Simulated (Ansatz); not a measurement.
CaF₂:
```cif
data_Ca4F8
_chemical_formula_sum 'Ca4 F8'
_space_group_name_H-M_alt 'P 1'
_space_group_IT_number 1
_cell_length_a 5.92739
_cell_length_b 3.56292
_cell_length_c 6.97163
_cell_angle_alpha 90.000
_cell_angle_beta 90.000
_cell_angle_gamma 90.000
loop_
_space_group_symop_operation_xyz
  'x, y, z'
loop_
_atom_site_label
_atom_site_type_symbol
_atom_site_fract_x
_atom_site_fract_y
_atom_site_fract_z
_atom_site_occupancy
Ca1 Ca 0.24917 0.25000 0.88892 1
Ca2 Ca 0.75083 0.75000 0.11108 1
Ca3 Ca 0.25083 0.75000 0.38892 1
Ca4 Ca 0.74917 0.25000 0.61108 1
F1 F 0.47890 0.25000 0.16456 1
F2 F 0.52110 0.75000 0.83544 1
F3 F 0.02110 0.75000 0.66456 1
F4 F 0.97890 0.25000 0.33544 1
F5 F 0.64269 0.75000 0.42611 1
F6 F 0.35731 0.25000 0.57389 1
F7 F 0.85731 0.25000 0.92611 1
F8 F 0.14269 0.75000 0.07389 1
```

Relaxed with r²SCAN. r²SCAN (plane waves, PAW; program Ansatz) gives a gap of 8.73 eV.

What gap does HSE06 give on the same cell (Ansatz, PAW)?

10.02 eV, 1.29 eV more. The hybrid was solved on a coarser mesh and at special points; its gap is the smallest among all of these.

```csv
k,v1 r²SCAN,c1 r²SCAN,v1 HSE06,c1 HSE06
Γ,0.00,8.73,0.00,10.02
X,-0.12,9.37,(withheld),(withheld)
Z,-0.16,9.36,-0.16,11.00
U,-0.17,9.59,-0.18,11.28
Y,-0.22,9.71,(withheld),(withheld)
S,-0.26,10.01,(withheld),(withheld)
T,-0.23,9.67,-0.24,11.39
R,-0.24,10.01,(withheld),(withheld)
```

Top valence (v1) and lowest conduction level (c1) in eV from each method's valence maximum (which need not be a listed point): supply the withheld HSE06 values.


- X, v1 HSE06: -0.12
- X, c1 HSE06: 11.04
- S, v1 HSE06: -0.27
- S, c1 HSE06: 11.74
- R, v1 HSE06: -0.25
- R, c1 HSE06: 11.74
- Y, v1 HSE06: -0.24
- Y, c1 HSE06: 11.43

Cost on shared cores: the r²SCAN run (SCF on a 5×8×4 mesh, then bands and DOS) roughly 4 core-minutes, the HSE06 run (SCF on 3×5×3, then a few points) very roughly 5 core-minutes; the tasks are unlike.

Space group Pnma. The first step of the workflow began from a Materials Project structure, measured or hypothetical; the Crystallography Open Database copy checked does not list it. It is not the phase usual at ambient conditions (space group No. 225). The r²SCAN relaxation kept the symmetry of its start; its stability against distortions is not shown here.

Potentials: the later of the program's two PAW sets.
